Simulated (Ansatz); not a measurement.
Compressing TaSi2: a fit and a missing row

TaSi2, P6_222, a = 4.780 Å, c = 6.555 Å. The structure is a COD entry; whether it is the stable form wasn't checked. Ansatz: r2SCAN, PAW, 500 eV, Γ-centred 12×12×6 mesh on 9 atoms, Gaussian smearing 0.10 eV; no spin polarisation. Shape and atoms are relaxed at each volume; pressure is positive in compression.

```
V (Å³/atom) P (GPa)
     13.546    13.71
     13.978        ?
     14.410    -0.01
     14.843    -5.39
     15.275    -9.96
```

Problem. Take V0 = 14.410 Å³/atom, count pressures from its P0 = -0.01 GPa, fit the third-order Birch–Murnaghan form to the other rows, and predict the missing pressure.

Solution. With the Eulerian strain f = ½[(V0/V)^(2/3) − 1] and y = (P − P0)/[3f(1 + 2f)^(5/2)], the form is the line y = B0 + 1.5 B0 (B0′ − 4) f. Rows (f, y): 0.02104, 196.1; -0.00977, 192.8; -0.01906, 191.8. Means f = -0.002597, y = 193.57; Σ(Δf)² = 0.0008812, ΣΔfΔy = 0.09446; the slope is their ratio. y = 193.8 + 107.2 f GPa, so B0 = 193.8 GPa and B0′ = 4 + 2 × (107.2)/(3 × 193.8) = 4.37. At V = 13.978, f = 0.01025, y = 194.90 and P = 6.30 GPa. The run gave 6.30 GPa, the same to the digits shown.

Spin–orbit coupling is left out, which can shift energies with elements as heavy as these.

Cost: 5 runs of about 42 core-minutes in all, on Intel Xeon Processor @ 2.50GHz (Skylake/Cascade Lake) (shared hosts).